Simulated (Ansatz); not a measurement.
The geometry is COD entry 9008085, unchecked; take it as a test cell. The listed cell was then made from it by scaling, straining or moving an atom.

Ga: DFT, PBEsol, all-electron LAPW, scalar-relativistic (Ansatz 0.2.0).

The relaxation starts from this cell:

```xyz
4
Lattice="2.3203 -3.9300 0.0000 2.3203 3.9300 0.0000 0.0000 0.0000 4.6416" Properties=species:S:1:pos:R:3 pbc="T T T"
Ga    2.3203   -2.7125    0.3760
Ga    2.3203   -1.2175    2.6967
Ga    2.3203    2.7125    4.2656
Ga    2.3203    1.2175    1.9448
```

Output:

```
The last accepted step is kept in <dir> (removed where the run ends without a failure and the disk answers)
LAPW: plane waves up to 9.089 Å⁻¹, error target 1.0e-3 eV per atom; small_component_spin mean_spin; Ga in spheres of 1.236 Å, 21 of its electrons in bands, Dirac shells []
Engine: ansatz 0.2.0
Pseudopotentials: kind: all_electron
Pseudopotential: Ga, LAPW, valence charge 21, Koelling and Harmon's equation, gaussian nucleus
Functional definition: PBEsol
  exchange = pbesol_x
  correlation = pbesol_c
Crystal: 4 atoms, lattice volume = 84.650 Å³
Basis set: ecut = 314.7346944795805 eV, 1077 PW (Γ), exchange–correlation at level 2
Bands: 51, of which v1, the nominal top of the filled ones, is band 42 counted from 1 (41 counted from 0)
Symmetry: 8 space group operations
Space group: Cmce (ITA 64), of the structure as read, at distance tolerance 4.4e-5 Å
k-points: 100 of 567
Non-local potential: Ga, projectors of the file, none
Initial density: superposition of atomic densities (chi_scale 0.1, normalization cell)
Initial wavefunctions: plane waves of lowest kinetic energy (no species holds an atomic orbital)
Functional: x = pbesol(κ = 0.804, μ = 0.12345679012345678), c = pbesol(β = 0.046)
iter 1 solved again at ethr=2.38e-4 eV; its pass at ethr=1.00e-1 eV (dr2=2.00e-1 eV) is discarded
SCF iter   1: F=—  HF=-211440.191547 eV  |F-HF|=—  |Δ(HF+E_count)|=         —  Δρ=1.76e-2  dr2=2.01e-1  ethr=2.38e-4  ⟨swp⟩=2.9  Hψ=31784  notcnv=0
preconditioner: auto → Kerker (q_TF=auto, 2.725 Å⁻¹)  [metal: Δε(μ)=0.012 eV  Ē_g=16.718 eV  σ=0.050 eV  W_gap=0.06  n_scr=24 (ndim 8)  ℏωp=29.1 eV  f_vac=0.044  D(μ)=0.78/eV (n_scr^D=0)]
SCF iter   2: F=—  HF=-211440.078895 eV  |F-HF|=—  |Δ(HF+E_count)|=   1.13e-1  Δρ=1.11e-2  dr2=1.01e-1  ethr=2.38e-4  ⟨swp⟩=2.0  Hψ=15296  notcnv=0
SCF iter   3: F=—  HF=-211440.053907 eV  |F-HF|=—  |Δ(HF+E_count)|=   2.50e-2  Δρ=7.91e-3  dr2=5.40e-2  ethr=1.20e-4  ⟨swp⟩=2.0  Hψ=14427  notcnv=0
SCF iter   4: F=—  HF=-211440.044865 eV  |F-HF|=—  |Δ(HF+E_count)|=   9.04e-3  Δρ=2.69e-3  dr2=1.02e-2  ethr=6.43e-5  ⟨swp⟩=2.0  Hψ=14429  notcnv=0
iter 5 solved again at ethr=8.09e-7 eV; its pass at ethr=1.21e-5 eV (dr2=6.80e-4 eV) is discarded
SCF iter   5: F=—  HF=-211440.043166 eV  |F-HF|=—  |Δ(HF+E_count)|=   1.70e-3  Δρ=6.19e-4  dr2=6.78e-4  ethr=8.09e-7  ⟨swp⟩=2.0  Hψ=24868  notcnv=0
SCF iter   6: F=—  HF=-211440.043158 eV  |F-HF|=—  |Δ(HF+E_count)|=   7.74e-6  Δρ=2.26e-4  dr2=7.10e-5  ethr=8.07e-7  ⟨swp⟩=2.5  Hψ=14497  notcnv=0
SCF iter   7: F=—  HF=-211440.043180 eV  |F-HF|=—  |Δ(HF+E_count)|=   2.16e-5  Δρ=4.81e-5  dr2=2.10e-6  ethr=8.45e-8  ⟨swp⟩=3.0  Hψ=15012  notcnv=0
SCF iter   8: F=-211440.043179 eV  HF=-211440.043179 eV  |F-HF|=6.64e-8  |Δ(HF+E_count)|=   3.00e-7  Δρ=8.29e-6  dr2=7.02e-8  ethr=2.50e-9  ⟨swp⟩=2.9  Hψ=14572  notcnv=0
SCF 1 converged in 8 iterations: F = -211440.043179 eV  dr2 = 7.02e-8
relax step   1: F+E_penalty+E_count = -211440.04317914 eV  Δ(F+E_penalty+E_count) = +0.000e0 eV  max|allowed force component| = 1.391e-1 eV/Å  Δτ_max = 0.0000 Å  P = -4.816 GPa  Ω = 84.650 Å³  (8 SCF iters, accepted)
Crystal: 4 atoms, lattice volume = 76.313 Å³
Basis set: ecut = 337.2611200914917 eV, 1077 PW (Γ), exchange–correlation at level 2
Initial density: handed on by an earlier stage of this run
Initial wavefunctions: those handed on with the density
iter 1 solved again at ethr=4.62e-6 eV; its pass at ethr=1.00e-1 eV (dr2=3.88e-3 eV) is discarded
SCF iter   1: F=—  HF=-211440.181765 eV  |F-HF|=—  |Δ(HF+E_count)|=         —  Δρ=1.77e-3  dr2=3.72e-3  ethr=4.62e-6  ⟨swp⟩=4.0  Hψ=29693  notcnv=0
preconditioner: auto → Kerker (q_TF=auto, 2.772 Å⁻¹)  [metal: Δε(μ)=0.033 eV  Ē_g=17.650 eV  σ=0.050 eV  W_gap=0.16  n_scr=20 (ndim 8)  ℏωp=30.7 eV  f_vac=0.058  D(μ)=0.79/eV (n_scr^D=0)]
SCF iter   2: F=—  HF=-211440.180414 eV  |F-HF|=—  |Δ(HF+E_count)|=   1.35e-3  Δρ=1.12e-3  dr2=1.76e-3  ethr=4.42e-6  ⟨swp⟩=2.0  Hψ=14142  notcnv=0
SCF iter   3: F=—  HF=-211440.180022 eV  |F-HF|=—  |Δ(HF+E_count)|=   3.92e-4  Δρ=7.61e-4  dr2=8.40e-4  ethr=2.10e-6  ⟨swp⟩=2.0  Hψ=14142  notcnv=0
SCF iter   4: F=—  HF=-211440.179814 eV  |F-HF|=—  |Δ(HF+E_count)|=   2.08e-4  Δρ=2.73e-4  dr2=1.40e-4  ethr=1.00e-6  ⟨swp⟩=2.3  Hψ=14172  notcnv=0
iter 5 solved again at ethr=9.10e-9 eV; its pass at ethr=1.67e-7 eV (dr2=7.65e-6 eV) is discarded
SCF iter   5: F=—  HF=-211440.179779 eV  |F-HF|=—  |Δ(HF+E_count)|=   3.53e-5  Δρ=7.99e-5  dr2=7.64e-6  ethr=9.10e-9  ⟨swp⟩=2.0  Hψ=24805  notcnv=0
SCF iter   6: F=—  HF=-211440.179779 eV  |F-HF|=—  |Δ(HF+E_count)|=   3.63e-7  Δρ=2.31e-5  dr2=6.81e-7  ethr=9.10e-9  ⟨swp⟩=2.0  Hψ=14143  notcnv=0
SCF iter   7: F=-211440.179779 eV  HF=-211440.179779 eV  |F-HF|=7.86e-9  |Δ(HF+E_count)|=   5.80e-8  Δρ=4.89e-6  dr2=2.10e-8  ethr=8.10e-10  ⟨swp⟩=3.0  Hψ=14567  notcnv=0
SCF 2 converged in 7 iterations: F = -211440.179779 eV  dr2 = 2.10e-8
relax step   2: F+E_penalty+E_count = -211440.17977885 eV  Δ(F+E_penalty+E_count) = -1.366e-1 eV  max|allowed force component| = 1.885e-1 eV/Å  Δτ_max = 0.0207 Å  P = +0.108 GPa  Ω = 76.313 Å³  (7 SCF iters, accepted)
Crystal: 4 atoms, lattice volume = 76.368 Å³
Basis set: ecut = 337.09838954075366 eV, 1077 PW (Γ), exchange–correlation at level 2
iter 1 solved again at ethr=4.01e-6 eV; its pass at ethr=1.00e-1 eV (dr2=3.37e-3 eV) is discarded
SCF iter   1: F=—  HF=-211440.186703 eV  |F-HF|=—  |Δ(HF+E_count)|=         —  Δρ=1.44e-3  dr2=3.15e-3  ethr=4.01e-6  ⟨swp⟩=3.0  Hψ=28241  notcnv=0
preconditioner: auto → Kerker (q_TF=auto, 2.772 Å⁻¹)  [metal: Δε(μ)=0.025 eV  Ē_g=17.675 eV  σ=0.050 eV  W_gap=0.13  n_scr=20 (ndim 8)  ℏωp=30.6 eV  f_vac=0.059  D(μ)=0.76/eV (n_scr^D=0)]
SCF iter   2: F=—  HF=-211440.186021 eV  |F-HF|=—  |Δ(HF+E_count)|=   6.82e-4  Δρ=9.32e-4  dr2=1.40e-3  ethr=3.76e-6  ⟨swp⟩=2.0  Hψ=14153  notcnv=0
iter 3 solved again at ethr=1.27e-7 eV; its pass at ethr=1.67e-6 eV (dr2=1.07e-4 eV) is discarded
SCF iter   3: F=—  HF=-211440.185560 eV  |F-HF|=—  |Δ(HF+E_count)|=   4.60e-4  Δρ=2.29e-4  dr2=1.07e-4  ethr=1.27e-7  ⟨swp⟩=2.0  Hψ=24636  notcnv=0
SCF iter   4: F=—  HF=-211440.185541 eV  |F-HF|=—  |Δ(HF+E_count)|=   1.94e-5  Δρ=5.87e-5  dr2=4.47e-6  ethr=1.27e-7  ⟨swp⟩=2.7  Hψ=14286  notcnv=0
SCF iter   5: F=—  HF=-211440.185524 eV  |F-HF|=—  |Δ(HF+E_count)|=   1.70e-5  Δρ=5.10e-5  dr2=2.47e-6  ethr=5.33e-9  ⟨swp⟩=2.2  Hψ=14187  notcnv=0
SCF iter   6: F=—  HF=-211440.185524 eV  |F-HF|=—  |Δ(HF+E_count)|=   1.78e-7  Δρ=1.67e-5  dr2=3.63e-7  ethr=2.94e-9  ⟨swp⟩=2.0  Hψ=14153  notcnv=0
SCF iter   7: F=-211440.185524 eV  HF=-211440.185524 eV  |F-HF|=1.72e-9  |Δ(HF+E_count)|=   1.49e-8  Δρ=3.63e-6  dr2=1.55e-8  ethr=4.32e-10  ⟨swp⟩=2.4  Hψ=14215  notcnv=0
SCF 3 converged in 7 iterations: F = -211440.185524 eV  dr2 = 1.55e-8
relax step   3: F+E_penalty+E_count = -211440.18552371 eV  Δ(F+E_penalty+E_count) = -5.745e-3 eV  max|allowed force component| = 2.020e-2 eV/Å  Δτ_max = 0.0154 Å  P = -0.007 GPa  Ω = 76.368 Å³  (7 SCF iters, accepted)
Crystal: 4 atoms, lattice volume = 76.357 Å³
Basis set: ecut = 337.1295614247277 eV, 1077 PW (Γ), exchange–correlation at level 2
iter 1 solved again at ethr=4.21e-8 eV; its pass at ethr=1.00e-1 eV (dr2=3.54e-5 eV) is discarded
SCF iter   1: F=—  HF=-211440.185767 eV  |F-HF|=—  |Δ(HF+E_count)|=         —  Δρ=1.97e-4  dr2=4.47e-5  ethr=4.21e-8  ⟨swp⟩=4.3  Hψ=30559  notcnv=0
preconditioner: auto → Kerker (q_TF=auto, 2.772 Å⁻¹)  [metal: Δε(μ)=0.032 eV  Ē_g=17.675 eV  σ=0.050 eV  W_gap=0.16  n_scr=20 (ndim 8)  ℏωp=30.6 eV  f_vac=0.059  D(μ)=0.77/eV (n_scr^D=0)]
SCF iter   2: F=—  HF=-211440.185758 eV  |F-HF|=—  |Δ(HF+E_count)|=   9.12e-6  Δρ=1.27e-4  dr2=1.96e-5  ethr=4.21e-8  ⟨swp⟩=2.0  Hψ=14154  notcnv=0
iter 3 solved again at ethr=1.40e-9 eV; its pass at ethr=2.33e-8 eV (dr2=1.18e-6 eV) is discarded
SCF iter   3: F=—  HF=-211440.185752 eV  |F-HF|=—  |Δ(HF+E_count)|=   5.98e-6  Δρ=2.79e-5  dr2=1.18e-6  ethr=1.40e-9  ⟨swp⟩=2.0  Hψ=24629  notcnv=0
SCF iter   4: F=—  HF=-211440.185752 eV  |F-HF|=—  |Δ(HF+E_count)|=   5.09e-9  Δρ=6.47e-6  dr2=6.25e-8  ethr=1.40e-9  ⟨swp⟩=2.6  Hψ=14236  notcnv=0
SCF iter   5: F=-211440.185752 eV  HF=-211440.185752 eV  |F-HF|=7.54e-9  |Δ(HF+E_count)|=   3.83e-7  Δρ=5.30e-6  dr2=2.75e-8  ethr=7.44e-11  ⟨swp⟩=3.0  Hψ=14954  notcnv=0
SCF 4 converged in 5 iterations: F = -211440.185752 eV  dr2 = 2.75e-8
relax step   4: F+E_penalty+E_count = -211440.18575184 eV  Δ(F+E_penalty+E_count) = -2.281e-4 eV  max|allowed force component| = 8.712e-3 eV/Å  Δτ_max = 0.0032 Å  P = +0.004 GPa  Ω = 76.357 Å³  (5 SCF iters, accepted)
Crystal: 4 atoms, lattice volume = 76.372 Å³
Basis set: ecut = 337.0861703215858 eV, 1077 PW (Γ), exchange–correlation at level 2
iter 1 solved again at ethr=2.52e-8 eV; its pass at ethr=1.00e-1 eV (dr2=2.12e-5 eV) is discarded
SCF iter   1: F=—  HF=-211440.185841 eV  |F-HF|=—  |Δ(HF+E_count)|=         —  Δρ=1.91e-4  dr2=2.26e-5  ethr=2.52e-8  ⟨swp⟩=4.7  Hψ=31406  notcnv=0
preconditioner: auto → Kerker (q_TF=auto, 2.772 Å⁻¹)  [metal: Δε(μ)=0.052 eV  Ē_g=17.675 eV  σ=0.050 eV  W_gap=0.25  n_scr=20 (ndim 8)  ℏωp=30.6 eV  f_vac=0.059  D(μ)=0.77/eV (n_scr^D=0)]
SCF iter   2: F=—  HF=-211440.185840 eV  |F-HF|=—  |Δ(HF+E_count)|=   1.57e-6  Δρ=1.25e-4  dr2=1.01e-5  ethr=2.52e-8  ⟨swp⟩=2.0  Hψ=14151  notcnv=0
iter 3 solved again at ethr=4.19e-10 eV; its pass at ethr=1.20e-8 eV (dr2=3.52e-7 eV) is discarded
SCF iter   3: F=—  HF=-211440.185839 eV  |F-HF|=—  |Δ(HF+E_count)|=   9.92e-7  Δρ=2.23e-5  dr2=3.51e-7  ethr=4.19e-10  ⟨swp⟩=2.0  Hψ=24574  notcnv=0
SCF iter   4: F=—  HF=-211440.185839 eV  |F-HF|=—  |Δ(HF+E_count)|=   1.87e-7  Δρ=4.74e-6  dr2=1.86e-8  ethr=4.18e-10  ⟨swp⟩=2.0  Hψ=14151  notcnv=0
SCF iter   5: F=-211440.185839 eV  HF=-211440.185839 eV  |F-HF|=9.31e-10  |Δ(HF+E_count)|=   2.06e-7  Δρ=2.59e-6  dr2=3.26e-9  ethr=2.21e-11  ⟨swp⟩=3.0  Hψ=16196  notcnv=0
SCF 5 converged in 5 iterations: F = -211440.185839 eV  dr2 = 3.26e-9
relax step   5: F+E_penalty+E_count = -211440.18583855 eV  Δ(F+E_penalty+E_count) = -8.671e-5 eV  max|allowed force component| = 6.595e-4 eV/Å  Δτ_max = 0.0053 Å  P = -0.001 GPa  Ω = 76.372 Å³  (5 SCF iters, accepted)
iter 1 solved again at ethr=4.31e-12 eV; its pass at ethr=1.00e-1 eV (dr2=3.62e-9 eV) is discarded
SCF iter   1: F=—  HF=-211440.185844 eV  |F-HF|=—  |Δ(HF+E_count)|=         —  Δρ=5.31e-6  dr2=3.49e-9  ethr=6.31e-12 (applied; sched 4.31e-12)  ⟨swp⟩=5.0  Hψ=39105  notcnv=0  reapply=85
preconditioner: auto → Kerker (q_TF=auto, 2.772 Å⁻¹)  [metal: Δε(μ)=0.052 eV  Ē_g=17.674 eV  σ=0.050 eV  W_gap=0.25  n_scr=20 (ndim 8)  ℏωp=30.6 eV  f_vac=0.059  D(μ)=0.77/eV (n_scr^D=0)]
SCF iter   2: F=-211440.185844 eV  HF=-211440.185844 eV  |F-HF|=1.25e-8  |Δ(HF+E_count)|=   1.79e-8  Δρ=2.90e-6  dr2=1.70e-9  ethr=4.28e-12 (applied; sched 4.15e-12)  ⟨swp⟩=2.0  Hψ=14151  notcnv=0
SCF 6 converged in 2 iterations: F = -211440.185844 eV  dr2 = 1.70e-9
relax step   6: F+E_penalty+E_count = -211440.18584429 eV  Δ(F+E_penalty+E_count) = -5.737e-6 eV  max|allowed force component| = 6.637e-4 eV/Å  Δτ_max = 0.0000 Å  P = -0.001 GPa  Ω = 76.372 Å³  stress off target by 3.85e-2 GPa  SCF on the basis re-selected at this cell (its energy is not comparable with the rows above)  (2 SCF iters)
basis re-selected at this cell: Δ(F+E_penalty+E_count) = -5.737e-6 eV, ΔP = +0.000 GPa vs the last step (what re-selecting the basis moved, after the strain that the cell walked since its last selection, with what the two solves' SCF thresholds leave and, on support functions, any second-order correction that the steps lacked; it is no measure of the basis error at this ecutwfc). This SCF's stress stands 3.85e-2 GPa from its target on what of the cell is left free (relax.cell.stress_tol is 5.00e-2 GPa) and its largest allowed force component is 6.64e-4 eV/Å (relax.f_tol is 5.00e-3 eV/Å): within both
SCF converged after 2 iterations
Free energy (F): -211440.185844 eV
Harris-Foulkes:  -211440.185844 eV  (|F-HF|=1.25e-8)
Internal energy: -211440.179346 eV  (E = F + TS)
E sigma→0 (E₀):  -211440.182595 eV
Entropy (-TS):   -0.006498 eV (-1.625 meV/atom)
Fermi energy:    11.227294 eV
--- Per-component energies (eV) ---
  E_band       = -3115.117809
  E_kinetic    = 215575.967258
  E_xc         = -8076.229082
  E_electrostatic = -418939.917522  (all electrons and nuclei)
  E_smearing   = -0.006498  (= −TS)
  E_closure    = 0.000000  (closes the sum)
  E_atoms      = -211426.824509  (free atoms, spherical and without spin; not in F)
  Σ components = -211440.185844   (vs F -211440.185844, Δ=0.00e0)
  Basis errors (estimates in eV, not in F): energy 4.8e-4 per atom: plane waves 4.3e-4 (2.5e-4 summed), levels above the bands 1.3e-51, relativity 2.7e-9, radial functions 4.7e-5, core shells 1.8e-10; eigenvalues (radial functions only) 2.6e-7; not estimated: angular momenta, meshes, grids; target (lapw.basis_error) 1.0e-3; muffin-tin radii Ga 1.194 Å
--- Forces (eV/Å), atoms counted from 1 ---
  atom   1  Ga     0.00000000     0.00064196    -0.00066372
  atom   2  Ga     0.00000000    -0.00064196    -0.00066372
  atom   3  Ga     0.00000000    -0.00064196     0.00066372
  atom   4  Ga    -0.00000000     0.00064196     0.00066372
  max |Σ_I F_I| component: 4.34e-19 eV/Å
--- Stress (GPa, compression-positive) ---
       -0.019922      -0.000000       0.000000
       -0.000000       0.038452       0.000000
        0.000000       0.000000      -0.020454
  P = ⅓ Tr σ = -0.0006 GPa (-0.006 kbar)
--- Relaxed structure (5 steps of the walk, 5 accepted, 1 SCFs on fresh bases) ---
  F+E_penalty+E_count = -211440.18584429 eV   max|allowed force component| = 6.637e-4 eV/Å   (the final SCF, on the basis selected at the relaxed cell)
  cell:  # Å, volume = 76.3720 Å³
    - [2.2562268113733532, -3.7939010332372125, 8.564468475030058e-18]
    - [2.2562268113733532, 3.7939010332372125, 8.56446847503003e-18]
    - [1.713272402482331e-17, -1.7101760406557876e-32, 4.46103041011048]
  atoms:
    - { symbol: Ga, position: [0.8443498467792839, 0.15565015322071607, 0.08459421133860806] }
    - { symbol: Ga, position: [0.655650153220716, 0.344349846779284, 0.584594211338608] }
    - { symbol: Ga, position: [0.15565015322071607, 0.8443498467792839, 0.9154057886613919] }
    - { symbol: Ga, position: [0.344349846779284, 0.655650153220716, 0.4154057886613919] }
```
